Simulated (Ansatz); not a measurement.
This guess for Zr3S2 is about to be relaxed.

```
CELL_PARAMETERS angstrom
-2.65845 2.65845 4.07300
2.65845 -2.65845 4.07300
2.65845 2.65845 -4.07300
ATOMIC_POSITIONS crystal
Zr 0.72381 0.72381 0.00000
Zr 0.27619 0.27619 0.00000
Zr 0.00000 0.00000 0.00000
S 0.75000 0.25000 0.50000
S 0.50000 0.50000 0.00000
```

Theory: Ansatz, DFT PBE, scalar-relativistic, plane waves, PAW. Cutoff 420 eV, Gaussian smearing, Γ-centred meshes. Cell and atoms relax first on a coarse mesh and then on a finer one. In between, the cell is made exact in the group found at 0.06 Å. In metals the finer mesh still leaves noise of several meV/atom or more. The steps can't lower the symmetry of their start. No spin polarisation in the relaxation; trial moments died out in a coarse test.

A guess keeps its type if space group and coordination stay and the shape of the cell changes little (axis ratios within about 15 %, angles within 6°); the volume may change.

Q: Will the relaxed cell still be of the starting type?

A: It doesn't keep its type. The symmetry stays I-4m2 (No. 119). The volume per atom shrinks by 5.7 %, from 23.0 to 21.7 Å³. The shortest distance goes from 1.82 Å (Zr–S) to 2.49 Å (Zr–S). The ratio c/a of the conventional cell changes by a factor of 3.20. Counting neighbours within 15 % of an atom's shortest distance, the start has S 2/4, Zr 1/2 and the end S 4/6, Zr 3/4. In detail, at the end Zr on a site of symmetry 2mm is surrounded by 3 S at 2.49–2.56 Å; around Zr on a site of symmetry -4m2 lie 4 S at 2.50 Å; S on its first site has 4 Zr at 2.56 Å; 1 more site not described.

```cif
data_structure
_symmetry_space_group_name_H-M 'I-4m2'
_symmetry_Int_Tables_number 119
_cell_length_a 3.5402
_cell_length_b 3.5402
_cell_length_c 17.3306
_cell_angle_alpha 90.000
_cell_angle_beta 90.000
_cell_angle_gamma 90.000
_cell_volume 217.21
loop_
_atom_site_label
_atom_site_type_symbol
_atom_site_symmetry_multiplicity
_atom_site_Wyckoff_symbol
_atom_site_fract_x
_atom_site_fract_y
_atom_site_fract_z
_atom_site_occupancy
Zr1 Zr 4 e 0.50000 0.50000 0.14362 1
Zr2 Zr 2 a 0.00000 0.00000 0.00000 1
S1 S 2 c 0.00000 0.50000 0.25000 1
S2 S 2 b 0.50000 0.50000 0.00000 1
```

The last run used a 14×14×14 mesh for its 5-atom cell and Gaussian smearing of 0.10 eV. Symmetry constrained the relaxation, so the result can be a saddle point. Another cell of Zr3S2 relaxed alike, in R32 (a Materials Project cell), lies 87 meV/atom lower, so this cell isn't the stable form at this level.

In counts of neighbours, a slash parts the counts of unlike sites.
